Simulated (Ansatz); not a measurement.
Data:

GaP (rock salt, space group No. 225), a = b = c = 5.0871 Å, α = β = γ = 90.00°; the cell used has 2 atoms.

This is the PBEsol-relaxed structure.

All from PBEsol (plane waves, PAW; program Ansatz), unless another level is named. Give the Debye temperature from the elastic constants.

349 K.

What about the highest zone-centre frequency?

162 cm⁻¹.

Space group Fm-3m (rock salt). The start of the workflow was typed in or built on a structure type; neither database checked (COD, Materials Project) lists it. It is not the phase usual at ambient conditions (space group No. 216). The PBEsol relaxation kept the symmetry of its start; of distortions, only those at the zone centre were tested. As this level gives no gap, shear constants depend on the k-mesh and smearing (Fermi–Dirac, 0.1 eV here). As this level gives no gap, phonon frequencies hold no LO–TO term and depend on the k-mesh and smearing (Fermi–Dirac, 0.1 eV here). Scalar-relativistic: spin–orbit coupling is off unless named, which matters more the heavier the elements.

Potentials: the later of the program's two PAW sets.
